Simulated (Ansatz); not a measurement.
Relaxed NaHF2 (space group R-3m):

```yaml
crystal:
  lattice:
    - [1.71311, 0.98906, 4.57029]
    - [-1.71311, 0.98906, 4.57029]
    - [0.00000, -1.97813, 4.57029]
  atoms:
    - { symbol: Na, position: [0.00000, 0.00000, 0.00000] }
    - { symbol: H, position: [0.50000, 0.50000, 0.50000] }
    - { symbol: F, position: [0.58278, 0.58278, 0.58278] }
    - { symbol: F, position: [0.41722, 0.41722, 0.41722] }
```

In each cell atom 4 (F, nearest neighbour H at 1.135 Å; its periodic images, 3.4 Å or more away, move with it) moves by s·(0.707, 0.707, 0.000) (along Cartesian [110]), the rest being held.

Computed with r2SCAN (plane waves to 500 eV, PAW, scalar-relativistic; Ansatz, a program for electronic structure). k mesh 9×9×9 (Γ-centred), Fermi-Dirac smearing 0.05 eV. The energy includes the smearing's −TS. NaHF2 was relaxed with its symmetry unable to fall. The zero of ΔE is the undisplaced structure.

```csv
s (Å),ΔE (meV/cell)
-0.110,17.2
-0.088,11.0
-0.066,6.2
-0.044,2.8
-0.022,0.7
0.000,0.0
0.022,0.7
0.044,2.9
0.066,6.6
0.088,11.9
0.110,withheld
```

Question: Fit a polynomial form (powers 2, 3, 4) to the given rows and predict ΔE at s = 0.110.

Answer: Least squares on the 10 given rows: ΔE = (1456)·s² + (656.1)·s³ + (3050)·s⁴, in meV/cell with s in Å; root-mean-square residual 0.01 meV/cell. At 0.110 the fit gives 18.9 meV/cell; the calculation gives 18.8 meV/cell, so the extrapolation is off by 0.1 (+0.5 %). The quadratic term alone would give 17.6 meV/cell.

(A displaced cell: forces are minus the slopes of the energy, force constants its curvatures, and phonons follow from these.)
